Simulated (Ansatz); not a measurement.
Ansatz (a first-principles code) input:

Ansatz 0.2 input:
```yaml
crystal:
  lattice:
    - [0.0, 2.7106471879, 2.7106471879]
    - [2.7106471879, 0.0, 2.7106471879]
    - [2.7106471879, 2.7106471879, 0.0]
  atoms:
    - { symbol: Mo, position: [0.0, 0.0, 0.0] }
    - { symbol: Zr, position: [0.5, 0.5, 0.5] }
kpoints:
  mp_grid: { grid: [27, 27, 27] }
hamiltonian:
  xc: pbesol
  pseudopotentials: { kind: paw }
scf:
  occupations: { method: fermi_dirac, width: 0.1 }
elastic: { mode: relaxed_ion, stencil: two_point, amplitude: 0.005, f_tol: 0.0005 }
```

Output (shortened):

```
Pseudopotential: Mo, paw, valence charge 14
Pseudopotential: Zr, paw, valence charge 12
Functional definition: PBEsol
Crystal: 2 atoms, lattice volume = 39.834 Å³
Basis set: ecut = 420 eV, 749 PW (Γ), exchange–correlation on 54×54×54 points (8 copies of the dense FFT grid, shifted against one another)
Bands: 17, of which v1, the nominal top of the filled ones, is band 13 counted from 1 (12 counted from 0)
Symmetry: 48 space group operations
Space group: Fm-3m (ITA 225), of the structure as read, at distance tolerance 3.4e-5 Å
k-points: 560 of 19683
SCF iter   1: F=—  HF=-9024.132641 eV  |F-HF|=—  |Δ(HF+E_count)|=         —  Δρ=5.65e-3  dr2=8.48e-3  ethr=1.77e-3  ⟨swp⟩=4.8  Hψ=40697  notcnv=0
preconditioner: auto → Kerker (q_TF=auto, 2.541 Å⁻¹)
SCF iter   2: F=—  HF=-9024.132305 eV  |F-HF|=—  |Δ(HF+E_count)|=   3.37e-4  Δρ=2.94e-3  dr2=1.80e-3  ethr=3.26e-5  ⟨swp⟩=1.8  Hψ=16182  notcnv=0
SCF iter   3: F=—  HF=-9024.132071 eV  |F-HF|=—  |Δ(HF+E_count)|=   2.33e-4  Δρ=3.20e-4  dr2=2.17e-5  ethr=6.93e-6  ⟨swp⟩=2.1  Hψ=12611  notcnv=0
SCF iter   4: F=—  HF=-9024.132073 eV  |F-HF|=—  |Δ(HF+E_count)|=   1.62e-6  Δρ=5.67e-5  dr2=9.67e-7  ethr=8.35e-8  ⟨swp⟩=2.3  Hψ=15379  notcnv=0
SCF iter   5: F=—  HF=-9024.132073 eV  |F-HF|=—  |Δ(HF+E_count)|=   2.38e-7  Δρ=1.08e-5  dr2=4.37e-8  ethr=3.72e-9  ⟨swp⟩=1.6  Hψ=11666  notcnv=0
SCF iter   6: F=—  HF=-9024.132073 eV  |F-HF|=—  |Δ(HF+E_count)|=   3.80e-9  Δρ=2.21e-6  dr2=2.08e-9  ethr=1.68e-10  ⟨swp⟩=2.3  Hψ=13806  notcnv=0
SCF iter   7: F=—  HF=-9024.132073 eV  |F-HF|=—  |Δ(HF+E_count)|=  3.20e-10  Δρ=3.69e-7  dr2=4.67e-11  ethr=8.01e-12  ⟨swp⟩=2.1  Hψ=12154  notcnv=0
SCF iter   8: F=—  HF=-9024.132073 eV  |F-HF|=—  |Δ(HF+E_count)|=  5.46e-12  Δρ=6.69e-8  dr2=1.16e-12  ethr=1.80e-13 (applied; sched 1.00e-12)  ⟨swp⟩=2.1  Hψ=13417  notcnv=0
SCF iter   9: F=-9024.132073 eV  HF=-9024.132073 eV  |F-HF|=1.82e-12  |Δ(HF+E_count)|=  5.46e-12  Δρ=9.60e-9  dr2=2.13e-14  ethr=1.00e-12  ⟨swp⟩=4.0  Hψ=34150  notcnv=0
SCF 1 converged in 9 iterations: F = -9024.132073 eV  dr2 = 2.13e-14
Crystal: 2 atoms, lattice volume = 39.634 Å³
Symmetry: 16 space group operations
k-points: 1470 of 19683
iter 1 solved again at ethr=1.44e-6 eV; its pass at ethr=3.10e-3 eV (dr2=3.74e-4 eV) is discarded
SCF iter   1: F=—  HF=-9024.131182 eV  |F-HF|=—  |Δ(HF+E_count)|=         —  Δρ=8.80e-4  dr2=4.85e-4  ethr=1.44e-6  ⟨swp⟩=2.1  Hψ=150282  notcnv=0
preconditioner: auto → Kerker (q_TF=auto, 2.543 Å⁻¹)
SCF iter   2: F=—  HF=-9024.131108 eV  |F-HF|=—  |Δ(HF+E_count)|=   7.36e-5  Δρ=4.81e-4  dr2=1.41e-4  ethr=1.44e-6  ⟨swp⟩=1.0  Hψ=24996  notcnv=0
SCF iter   3: F=—  HF=-9024.131070 eV  |F-HF|=—  |Δ(HF+E_count)|=   3.82e-5  Δρ=8.15e-5  dr2=3.97e-6  ethr=5.43e-7  ⟨swp⟩=2.0  Hψ=29137  notcnv=0
SCF iter   4: F=—  HF=-9024.131069 eV  |F-HF|=—  |Δ(HF+E_count)|=   8.46e-7  Δρ=1.93e-5  dr2=1.07e-7  ethr=1.53e-8  ⟨swp⟩=2.0  Hψ=38117  notcnv=0
SCF iter   5: F=—  HF=-9024.131069 eV  |F-HF|=—  |Δ(HF+E_count)|=   4.32e-8  Δρ=4.13e-6  dr2=7.58e-9  ethr=4.10e-10  ⟨swp⟩=2.2  Hψ=35243  notcnv=0
SCF iter   6: F=—  HF=-9024.131069 eV  |F-HF|=—  |Δ(HF+E_count)|=  9.93e-10  Δρ=6.03e-7  dr2=1.27e-10  ethr=2.92e-11  ⟨swp⟩=2.4  Hψ=35643  notcnv=0
SCF iter   7: F=—  HF=-9024.131069 eV  |F-HF|=—  |Δ(HF+E_count)|=  3.64e-12  Δρ=9.97e-8  dr2=2.48e-12  ethr=4.89e-13 (applied; sched 1.00e-12)  ⟨swp⟩=2.0  Hψ=32363  notcnv=0
SCF iter   8: F=-9024.131069 eV  HF=-9024.131069 eV  |F-HF|=1.82e-12  |Δ(HF+E_count)|=  1.82e-12  Δρ=1.50e-8  dr2=8.46e-14  ethr=1.00e-12  ⟨swp⟩=3.0  Hψ=102856  notcnv=0
SCF 2 converged in 8 iterations: F = -9024.131069 eV  dr2 = 8.46e-14
Crystal: 2 atoms, lattice volume = 40.033 Å³
iter 1 solved again at ethr=5.10e-10 eV; its pass at ethr=3.10e-3 eV (dr2=1.33e-7 eV) is discarded
SCF iter   1: F=—  HF=-9024.131330 eV  |F-HF|=—  |Δ(HF+E_count)|=         —  Δρ=6.54e-5  dr2=1.33e-7  ethr=5.10e-10  ⟨swp⟩=2.2  Hψ=149994  notcnv=0
preconditioner: auto → Kerker (q_TF=auto, 2.539 Å⁻¹)
SCF iter   2: F=—  HF=-9024.131330 eV  |F-HF|=—  |Δ(HF+E_count)|=   7.73e-8  Δρ=3.35e-5  dr2=4.31e-8  ethr=5.10e-10  ⟨swp⟩=1.0  Hψ=24990  notcnv=0
SCF iter   3: F=—  HF=-9024.131330 eV  |F-HF|=—  |Δ(HF+E_count)|=   1.13e-7  Δρ=1.95e-6  dr2=7.53e-10  ethr=1.66e-10  ⟨swp⟩=1.0  Hψ=25019  notcnv=0
SCF iter   4: F=—  HF=-9024.131330 eV  |F-HF|=—  |Δ(HF+E_count)|=  5.17e-10  Δρ=3.79e-7  dr2=2.89e-11  ethr=2.90e-12  ⟨swp⟩=1.3  Hψ=26767  notcnv=0
SCF iter   5: F=—  HF=-9024.131330 eV  |F-HF|=—  |Δ(HF+E_count)|=  1.27e-11  Δρ=5.54e-8  dr2=8.66e-13  ethr=1.11e-13 (applied; sched 1.00e-12)  ⟨swp⟩=2.1  Hψ=32796  notcnv=0
SCF iter   6: F=-9024.131330 eV  HF=-9024.131330 eV  |F-HF|=3.64e-12  |Δ(HF+E_count)|=  1.82e-12  Δρ=1.10e-8  dr2=3.60e-14  ethr=1.00e-12  ⟨swp⟩=4.0  Hψ=88962  notcnv=0
SCF 3 converged in 6 iterations: F = -9024.131330 eV  dr2 = 3.60e-14
Crystal: 2 atoms, lattice volume = 39.833 Å³
Symmetry: 8 space group operations
k-points: 2744 of 19683
iter 1 solved again at ethr=7.09e-7 eV; its pass at ethr=3.10e-3 eV (dr2=1.84e-4 eV) is discarded
SCF iter   1: F=—  HF=-9024.132428 eV  |F-HF|=—  |Δ(HF+E_count)|=         —  Δρ=5.58e-4  dr2=8.90e-5  ethr=7.09e-7  ⟨swp⟩=2.0  Hψ=276794  notcnv=0
preconditioner: auto → Kerker (q_TF=auto, 2.541 Å⁻¹)
SCF iter   2: F=—  HF=-9024.132416 eV  |F-HF|=—  |Δ(HF+E_count)|=   1.28e-5  Δρ=3.20e-4  dr2=2.82e-5  ethr=3.42e-7  ⟨swp⟩=1.0  Hψ=46652  notcnv=0
SCF iter   3: F=—  HF=-9024.132410 eV  |F-HF|=—  |Δ(HF+E_count)|=   5.08e-6  Δρ=3.46e-5  dr2=2.66e-7  ethr=1.09e-7  ⟨swp⟩=1.1  Hψ=49847  notcnv=0
SCF iter   4: F=—  HF=-9024.132411 eV  |F-HF|=—  |Δ(HF+E_count)|=   3.84e-8  Δρ=6.39e-6  dr2=8.63e-9  ethr=1.02e-9  ⟨swp⟩=2.1  Hψ=65248  notcnv=0
SCF iter   5: F=—  HF=-9024.132411 eV  |F-HF|=—  |Δ(HF+E_count)|=   1.52e-9  Δρ=1.09e-6  dr2=2.65e-10  ethr=3.32e-11  ⟨swp⟩=2.1  Hψ=70116  notcnv=0
SCF iter   6: F=—  HF=-9024.132411 eV  |F-HF|=—  |Δ(HF+E_count)|=  2.55e-11  Δρ=2.08e-7  dr2=1.26e-11  ethr=1.02e-12  ⟨swp⟩=2.3  Hψ=82218  notcnv=0
SCF iter   7: F=—  HF=-9024.132411 eV  |F-HF|=—  |Δ(HF+E_count)|=  1.82e-12  Δρ=3.98e-8  dr2=6.49e-13  ethr=4.85e-14 (applied; sched 1.00e-12)  ⟨swp⟩=1.9  Hψ=59807  notcnv=0
SCF iter   8: F=-9024.132411 eV  HF=-9024.132411 eV  |F-HF|=5.46e-12  |Δ(HF+E_count)|=  3.64e-12  Δρ=6.13e-9  dr2=1.78e-14  ethr=1.00e-12  ⟨swp⟩=4.0  Hψ=160701  notcnv=0
SCF 4 converged in 8 iterations: F = -9024.132411 eV  dr2 = 1.78e-14
Crystal: 2 atoms, lattice volume = 39.833 Å³
iter 1 solved again at ethr=3.57e-10 eV; its pass at ethr=3.10e-3 eV (dr2=9.28e-8 eV) is discarded
SCF iter   1: F=—  HF=-9024.132410 eV  |F-HF|=—  |Δ(HF+E_count)|=         —  Δρ=4.76e-5  dr2=9.70e-8  ethr=3.57e-10  ⟨swp⟩=2.2  Hψ=276423  notcnv=0
preconditioner: auto → Kerker (q_TF=auto, 2.541 Å⁻¹)
SCF iter   2: F=—  HF=-9024.132411 eV  |F-HF|=—  |Δ(HF+E_count)|=   2.63e-7  Δρ=2.39e-5  dr2=2.21e-8  ethr=3.57e-10  ⟨swp⟩=1.0  Hψ=46648  notcnv=0
SCF iter   3: F=—  HF=-9024.132411 eV  |F-HF|=—  |Δ(HF+E_count)|=   2.82e-9  Δρ=1.44e-6  dr2=2.42e-10  ethr=8.51e-11  ⟨swp⟩=1.2  Hψ=52451  notcnv=0
SCF iter   4: F=—  HF=-9024.132411 eV  |F-HF|=—  |Δ(HF+E_count)|=  4.00e-11  Δρ=2.66e-7  dr2=9.58e-12  ethr=9.30e-13 (applied; sched 1.00e-12)  ⟨swp⟩=2.4  Hψ=77778  notcnv=0
SCF iter   5: F=—  HF=-9024.132411 eV  |F-HF|=—  |Δ(HF+E_count)|=    0.00e0  Δρ=2.53e-8  dr2=2.15e-13  ethr=3.69e-14 (applied; sched 1.00e-12)  ⟨swp⟩=1.9  Hψ=54690  notcnv=0
SCF iter   6: F=-9024.132411 eV  HF=-9024.132411 eV  |F-HF|=1.82e-12  |Δ(HF+E_count)|=    0.00e0  Δρ=6.26e-9  dr2=1.31e-14  ethr=1.00e-12  ⟨swp⟩=4.0  Hψ=156387  notcnv=0
SCF 5 converged in 6 iterations: F = -9024.132411 eV  dr2 = 1.31e-14
SCF converged after 9 iterations
Free energy (F): -9024.132073 eV
Harris-Foulkes:  -9024.132073 eV  (|F-HF|=1.82e-12)
Internal energy: -9024.053935 eV  (E = F + TS)
E sigma→0 (E₀):  -9024.093004 eV
Entropy (-TS):   -0.078138 eV (-39.069 meV/atom)
Fermi energy:    15.697809 eV
--- Per-component energies (eV) ---
  E_band       = -188.743659
  E_kinetic    = 778.345064
  E_local      = -1628.196712  (includes V_loc(G=0)·N_el)
  E_nonlocal   = 231.500614
  E_hartree    = 538.544709
  E_xc         = -342.418236
  E_vxc        = -418.302882  (∫ρ·V_xc dr)
  E_paw        = -6045.677926  (= ΣΔE_a)
  E_vpaw       = -229.179230  (= ΣTr[D̂ρ^β])
  E_aug_tail   = 0.000066  (compensation charges beyond the density's cutoff)
  E_ewald      = -2556.526535
  E_core_change = 0.375020  (= ΣΔE_core)
  E_smearing   = -0.078138  (= −TS)
  E_closure    = 0.000000  (closes the sum)
  Σ components = -9024.132073   (vs F -9024.132073, Δ=0.00e0)
  [band-id]    e_kinetic+e_local+e_nonlocal+2·e_hartree+e_vxc+e_vpaw+e_augmentation_tail = -188.743660   (vs E_band -188.743659, Δ=-9.14e-7)
--- Forces (eV/Å), atoms counted from 1 ---
  atom   1  Mo     0.00000000     0.00000000     0.00000000
  atom   2  Zr     0.00000000     0.00000000     0.00000000
  max |Σ_I F_I| component: 0.0 eV/Å
--- Stress (GPa, compression-positive) ---
        0.095115       0.000000       0.000000
        0.000000       0.095115       0.000000
        0.000000       0.000000       0.095115
  P = ⅓ Tr σ = 0.0951 GPa (0.951 kbar)
--- Band table (eV; the first three rows and the last of 560) ---
  k-point 0: bands = ["-44.4223", "-32.2698", "-18.6114", "-18.6114", "-18.6114", "-10.3185", "-10.3185", "-10.3185", "10.1738", "12.9469", "12.9469", "13.1835", "13.1835", "13.1835", "21.0862", "21.0862", "21.0862"]
  k-point 1: bands = ["-44.4222", "-32.2698", "-18.6116", "-18.6113", "-18.6113", "-10.3218", "-10.3200", "-10.3200", "10.2049", "12.9674", "12.9674", "13.1814", "13.2031", "13.2031", "21.0373", "21.0588", "21.0588"]
  k-point 2: bands = ["-44.4219", "-32.2699", "-18.6120", "-18.6111", "-18.6111", "-10.3314", "-10.3243", "-10.3243", "10.2976", "13.0290", "13.0290", "13.1763", "13.2618", "13.2618", "20.8967", "20.9760", "20.9760"]
  k-point 559: bands = ["-44.4136", "-32.2634", "-18.6823", "-18.6784", "-18.6084", "-10.4573", "-10.3838", "-10.3816", "13.0975", "13.3175", "13.9887", "14.1687", "16.0861", "16.8111", "17.1942", "18.9670", "19.2086"]
--- Elastic constants: 2 strain directions × 2 members + reference (group order 48) ---
  dense FFT box of the reference and of every strained cell: 27×27×27
  strains applied: 11, 23; error gains: componentwise 1.00 (the most a stress slope's error grows in a printed constant), spectral 1.73 (1 for all six strains …
  C = ∂σ_k/∂η_j (tension-positive GPa; Voigt order 11 22 33 23 13 12):
       281.184     45.441     45.441      0.000      0.000      0.000
        45.441    281.184     45.441      0.000      0.000      0.000
        45.441     45.441    281.184      0.000      0.000      0.000
         0.000      0.000      0.000   -108.728      0.000      0.000
         0.000      0.000      0.000      0.000   -108.728      0.000
         0.000      0.000      0.000      0.000      0.000   -108.728
  reference stress σ⁰ (GPa):     -0.095     -0.095     -0.095      0.000      0.000      0.000
  C* (energy form; C + prestress term) asymmetry max|C*_kj − C*_jk| = 2.132e-14 GPa — a small one proves nothing (zero by symmetry where the batch's group is …
  moduli (Voigt/Reuss/Hill, GPa): K = 124.02/124.02/124.02   G = -18.09/-470.62/-244.36   E = -2135.68   ν = 3.370
  mechanically stable: NO (min eigenvalue of sym C = -108.73 GPa)
  where every solve meets its electron count the energy-path curvature estimates C_jj along a normal strain and C_jj − ¼(σ⁰_aa + σ⁰_bb) along a shear (ab), of …
  strain η (Voigt 11):  stress-route row diagonal C_11 = 281.18 GPa, energy-path curvature d²(F+E_count+ΔE)/dδ²/Ω₀ = 281.15 GPa
         δ    σ_11 (GPa)             F (eV)   n_scf  n_hpsi   n_pw
    -5.000e-3      -1.5305       -9024.1310690       8  469205    793   relax 0 steps, max|allowed force component| 0.0 eV/Å
     5.000e-3       1.2813       -9024.1313295       6  369076    801   relax 0 steps, max|allowed force component| 0.0 eV/Å
  strain η (Voigt 23):  stress-route row diagonal C_44 = -108.73 GPa, energy-path curvature d²(F+E_count+ΔE)/dδ²/Ω₀ = -108.72 GPa
         δ    σ_23 (GPa)             F (eV)   n_scf  n_hpsi   n_pw
    -5.000e-3       0.5436       -9024.1324105       8  849721    795   relax 0 steps, max|allowed force component| 0.0 eV/Å
     5.000e-3      -0.5436       -9024.1324105       6  702725    795   relax 0 steps, max|allowed force component| 0.0 eV/Å
```

Cost: roughly 4 core-minutes on shared cores.

The start of the workflow was typed in or built on a structure type; neither database checked (COD, Materials Project) lists it. Its standing as an ambient phase is unchecked. The PBEsol relaxation kept the symmetry of its start. At this level the phase is mechanically unstable. No spin polarisation was allowed. Its formation energy is positive at this level, so the cell may be metastable or incomplete. As this level gives no gap, shear constants depend on the k-mesh and smearing (Fermi–Dirac, 0.1 eV here). Scalar-relativistic: spin–orbit coupling is off unless named, which matters more the heavier the elements.

Potentials: the later of the program's two PAW sets.

Ansatz is a plane-wave DFT program.
